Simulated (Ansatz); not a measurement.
Recipe of this trial structure of Hf3BeCl3: random cell by space group and Wyckoff sites (Cmmm, No. 65). Its size is a rough estimate.

```cif
data_structure
_symmetry_space_group_name_H-M 'Cmmm'
_symmetry_Int_Tables_number 65
_cell_length_a 7.4864
_cell_length_b 8.0113
_cell_length_c 6.0162
_cell_angle_alpha 90.000
_cell_angle_beta 90.000
_cell_angle_gamma 90.000
_cell_volume 360.83
loop_
_atom_site_label
_atom_site_type_symbol
_atom_site_symmetry_multiplicity
_atom_site_Wyckoff_symbol
_atom_site_fract_x
_atom_site_fract_y
_atom_site_fract_z
_atom_site_occupancy
Hf1 Hf 4 h 0.76829 0.00000 0.50000 1
Hf2 Hf 2 c 0.50000 0.00000 0.50000 1
Be1 Be 2 d 0.00000 0.00000 0.50000 1
Cl1 Cl 4 f 0.25000 0.25000 0.50000 1
Cl2 Cl 2 b 0.50000 0.00000 0.00000 1
```

Computed with Ansatz, DFT PBE, scalar-relativistic, plane waves, PAW. Cutoff 420 eV, Gaussian smearing, Γ-centred meshes. Cell and atoms relax first on a coarse mesh and then on a finer one. In between, the cell is made exact in the group found at 0.06 Å. In metals the finer mesh still leaves noise of several meV/atom or more. The steps can't lower the symmetry of their start. No spin polarisation.

A guess keeps its type if space group and coordination stay and the shape of the cell changes little (axis ratios within about 15 %, angles within 6°); the volume may change.

Question: Does this structure survive the relaxation?

Answer: It doesn't keep its type. The symmetry stays Cmmm (No. 65). The volume per atom grows by 42.0 %, from 25.8 to 36.6 Å³. The shortest distance goes from 1.73 Å (Hf–Be) to 2.40 Å (Hf–Cl). Counting neighbours within 15 % of an atom's shortest distance, the start has Be 2, Cl 2, Hf 1/2 and the end Be 2, Cl 2, Hf 2/4. In detail, at the end around Hf on a site of symmetry m2m lie 2 Cl at 2.50 Å, 1 Be at 2.57 Å and 1 Hf at 2.77 Å; Be is surrounded by 2 Hf at 2.57 Å; Cl on a site of symmetry 2/m has 2 Hf at 2.50 Å; 2 more sites not described.

```
Hf Be Cl
1.0
     4.99176   -5.33807    0.00000
     4.99176    5.33807    0.00000
     0.00000    0.00000    4.80891
Hf Be Cl
3 1 3
Direct
  0.24064 0.75936 0.50000
  0.75936 0.24064 0.50000
  0.50000 0.50000 0.50000
  0.00000 0.00000 0.50000
  0.50000 0.00000 0.50000
  0.00000 0.50000 0.50000
  0.50000 0.50000 0.00000
```

The last run used a 6×6×8 mesh (in the run's order of axes) for its 7-atom cell and Gaussian smearing of 0.10 eV. These runs have no spin–orbit coupling, which can matter for Hf. An odd number of electrons in the primitive cell allows no gap without spin; a larger cell or a magnetic state could open one. The cell is a metal run without spin; a magnetic state may lie lower. Symmetry constrained the relaxation, so the result can be a saddle point.

In counts of neighbours, a slash parts the counts of unlike sites.
